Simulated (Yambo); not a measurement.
```xyz
11
Lattice="4.9020 -2.7022 0.0000 4.9020 2.7022 0.0000 -3.1716 0.0000 5.9775" Properties=species:S:1:pos:R:3 pbc="T T T"
B      3.5518     0.0000     1.4233
B      3.0807     0.0000     4.5543
O      4.2461     1.2069     1.6241
O      2.3864    -1.2069     4.3534
O      2.3864     1.2069     4.3534
O      4.2461    -1.2069     1.6241
O      2.2172     0.0000     1.0372
O      4.4153     0.0000     4.9403
Cd     0.0000     0.0000     0.0000
Ba     6.7599     0.0000     1.8556
Ba    -0.1274     0.0000     4.1219
```

Ba2CdB2O6 (space group C2/m, No. 12): mean Im ε in 1 eV windows above the direct gap of 4.86 eV, for different electron-hole kernels (Yambo, broadening 0.15 eV, PBEsol (pw.x of Quantum ESPRESSO, ONCV potentials, scalar-relativistic) bands; 4×4×4 mesh, 15 valence and 9 conduction bands, static screening with 99 bands and a 3 Ry block, scissor 1.90 eV, Tamm-Dancoff; field along x).

| window (eV) | independent quasiparticles | RPA (no attraction) | BSE |
|---|---|---|---|
| 4.9 to 5.9 | 0.2 | 0.2 | 1.6 |
| 5.9 to 6.9 | 0.8 | 0.7 | 2.0 |
| 6.9 to 7.9 | 1.5 | 1.3 | 4.7 |
| 7.9 to 8.9 | 3.5 | 2.9 | 2.8 |

This run doesn't resolve bound excitons or single peaks, so only averages are given, and they too depend on the mesh; weight that the attraction moves below the gap isn't listed. All transitions below 9.06 eV are in the band window. The scissor comes from a G0W0 run whose convergence isn't established.

Spin-orbit splittings are left out.

Geometry of the Materials Project entry, not relaxed at this level.

The structure is a Materials Project entry; no match was found in the copy of COD used, and its stability was not checked.
